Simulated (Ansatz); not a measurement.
## GePt under strain: Ge-73 nuclear quadrupole resonance

Cell: a COD entry, relaxed with PBE at fixed cell and then changed (z stretched by 2 %, ions relaxed).

```
CELL_PARAMETERS angstrom
5.73200 0.00000 0.00000
0.00000 3.70100 0.00000
0.00000 0.00000 6.20976
ATOMIC_POSITIONS crystal
Ge 0.81480 0.75000 0.58646
Ge 0.18520 0.25000 0.41354
Ge 0.68520 0.25000 0.08646
Ge 0.31480 0.75000 0.91354
Pt 0.99979 0.75000 0.19173
Pt 0.00021 0.25000 0.80827
Pt 0.50021 0.25000 0.69173
Pt 0.49979 0.75000 0.30827
```

Sites (sets of like atoms) are named by element and the number of their first atom in this list.

All values are calculated (Ansatz; DFT, PBE, plane waves and PAW, scalar-relativistic, 420 eV cutoff, Γ-centred 8×13×8 k-points, Fermi–Dirac smearing 0.05 eV), not measured.

Ge-73: I = 9/2, Q = -196.0 mb (year-2017 value). Static lattice, zero field.

(1) Predict the zero-field Ge-73 lines of each site.

## Answers

(1) For I = 9/2 and η = 0 the lines are |C_Q|/24 times 1, 2, 3 and 4; η shifts the lowest up most. At large η the states mix, and weaker lines appear at sums of the main ones; lines under 5 % of the strongest are left out.

```tsv
site	atoms	V_zz (10²¹ V/m²)	C_Q (MHz)	η	line frequencies (MHz)
Ge	1, 2, 3, 4	-6.91	32.7	1.00	3.39, 3.40, 4.98, 4.99, 6.80
```

The run finds no gap above 0.1 eV (a metal, or nearly one), so the gradients can move by 10 % or more with the k-mesh. Without spin–orbit coupling the gradients at and beside Pt can be off by some per cent, at some sites by more.

The relaxation (3 steps) took 2.5 min of wall time (2.4 min of CPU time) and 1.6 GiB at its peak, on 1 thread of Intel Xeon 6975P-C (Granite Rapids) (x86_64; 16 cores open to the job, memory cap 3.0 GiB, no GPU), a shared host with a load of 0.5 a core.
